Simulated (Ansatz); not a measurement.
## MgTl2GaC6N6: start and end of a relaxation

Recipe of this trial structure of MgTl2GaC6N6: cyanide-bridged rock-salt net of two metals, 2 guest cations a cell (Fm-3m, No. 225). Its size is a rough estimate.

start.xyz

```xyz
16
Lattice="0.0000 5.1350 5.1350 5.1350 0.0000 5.1350 5.1350 5.1350 0.0000" Properties=species:S:1:pos:R:3 pbc="T T T"
Mg    0.0000    0.0000    0.0000
Tl    2.5675    2.5675    2.5675
Tl    7.7025    7.7025    7.7025
Ga    5.1350    5.1350    5.1350
C     1.9800    5.1350    5.1350
C     5.1350    1.9800    5.1350
C     5.1350    5.1350    1.9800
C     8.2900    5.1350    5.1350
C     5.1350    8.2900    5.1350
C     5.1350    5.1350    8.2900
N     3.1500    5.1350    5.1350
N     5.1350    3.1500    5.1350
N     5.1350    5.1350    3.1500
N     7.1200    5.1350    5.1350
N     5.1350    7.1200    5.1350
N     5.1350    5.1350    7.1200
```

Theory: DFT PBE, scalar-relativistic, plane waves, PAW (Ansatz). Cutoff 420 eV, Gaussian smearing, Γ-centred meshes. Cell and atoms relax first on a coarse mesh and then on a finer one. In between, the cell is made exact in the group found at 0.06 Å. In metals the finer mesh still leaves noise of several meV/atom or more. The steps can't lower the symmetry of their start. No spin polarisation.

end.xyz

```xyz
16
Lattice="0.0000 5.5034 5.5034 5.5034 0.0000 5.5034 5.5034 5.5034 0.0000" Properties=species:S:1:pos:R:3 pbc="T T T"
Mg    0.0000    0.0000    0.0000
Tl    2.7517    2.7517    2.7517
Tl    8.2551    8.2551    8.2551
Ga    5.5034    5.5034    5.5034
C     2.2942    5.5034    5.5034
C     5.5034    2.2942    5.5034
C     5.5034    5.5034    2.2942
C     8.7126    5.5034    5.5034
C     5.5034    8.7126    5.5034
C     5.5034    5.5034    8.7126
N     3.4653    5.5034    5.5034
N     5.5034    3.4653    5.5034
N     5.5034    5.5034    3.4653
N     7.5415    5.5034    5.5034
N     5.5034    7.5415    5.5034
N     5.5034    5.5034    7.5415
```

The symmetry stays Fm-3m (No. 225). The volume per atom grows by 23.1 %, from 16.9 to 20.8 Å³. The shortest distance stays 1.17 Å (C–N). The energy falls by about 0.15 eV/atom (the start's value is from the coarse mesh).

For MgTl2GaC6N6, the volume per atom is 20.84 Å³. The density is 3.28 g/cm³. The energy over the elements is +0.34 eV/atom and the gap on the 6×6×6 mesh of the 16-atom cell is 0 eV (a metal).

The zero of energy is the elements' standard structures at the same level (N₂ as a molecule); no fitted shifts are applied. The separate elements lie lower, so it is unstable against them.

The last run used Gaussian smearing of 0.10 eV. Spin–orbit coupling, which can matter for Tl, is left out. An odd number of electrons in the primitive cell allows no gap without spin; a larger cell or a magnetic state could open one. Tl stands nearly free of neighbours here, and without spin polarisation the energy of such atoms comes out too high. The cell is a metal run without spin; a magnetic state may lie lower. The reference form of C is held partly by dispersion forces, which this level lacks. Symmetry constrained the relaxation, so the result can be a saddle point. In all, the 3 runs took 7.9 min on 1 thread of Intel(R) Xeon(R) Processor @ 2.50GHz (Skylake/Cascade Lake), with other jobs on the host.
